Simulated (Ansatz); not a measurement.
Mg2Sn:
```
CELL_PARAMETERS angstrom
      5.00597     0.00000     0.00000
     -2.50298     4.33530     0.00000
      0.00000     0.00000     6.21284
ATOMIC_POSITIONS crystal
  Mg 0.00000 0.00000 0.00000
  Mg 0.00000 0.00000 0.50000
  Mg 0.66667 0.33333 0.25000
  Mg 0.33333 0.66667 0.75000
  Sn 0.66667 0.33333 0.75000
  Sn 0.33333 0.66667 0.25000
```

Relaxed with PBEsol. Special points in fractions of this cell's reciprocal vectors: Γ (0.000, 0.000, 0.000); M (0.500, 0.000, 0.000); K (0.333, 0.333, 0.000); A (0.000, 0.000, 0.500); L (0.500, 0.000, 0.500); H (0.333, 0.333, 0.500).

### Question
List the band energies nearest the Fermi level at these points for the program Ansatz at the PBEsol level (PAW).

### Answer
In eV from the Fermi level; about four levels below and three above (degenerate sets whole), none deeper than 8.9 eV; points with the same levels are listed once.

| k | below | above |
|---|---|---|
| Γ | -0.78 -0.78 -0.65 -0.25 | 1.47 1.81 1.81 |
| M | -2.85 -1.96 -1.25 -0.34 | 1.12 1.65 2.27 |
| K | -2.37 -2.21 -2.21 -0.29 | 1.97 2.29 2.29 |
| A | -0.98 -0.98 -0.98 -0.98 | 0.49 0.49 1.07 1.07 1.07 1.07 |
| L | -2.14 -2.14 -1.60 -1.60 | 1.50 1.50 2.61 2.61 |
| H | -4.69 -4.69 -4.41 -4.41 | 0.79 0.79 2.55 2.55 |

Space group P6_3/mmc. The workflow started from a Materials Project entry (that database holds measured and hypothetical structures alike); the Crystallography Open Database copy checked does not list it. COD files the formula under space group No. 225, 227, so this cell is another polymorph or a model. With Mg and Sn taken as one species the cell has the higher symmetry P6/mmm, so it may be an ordered model of a mixed-site phase. Whether it is the stable phase at ambient conditions was not checked. The PBEsol relaxation kept the symmetry of its start; of distortions, only those at the zone centre were tested. Scalar-relativistic: spin–orbit coupling is off unless named, which matters more the heavier the elements.

Potentials: the later of the program's two PAW sets.
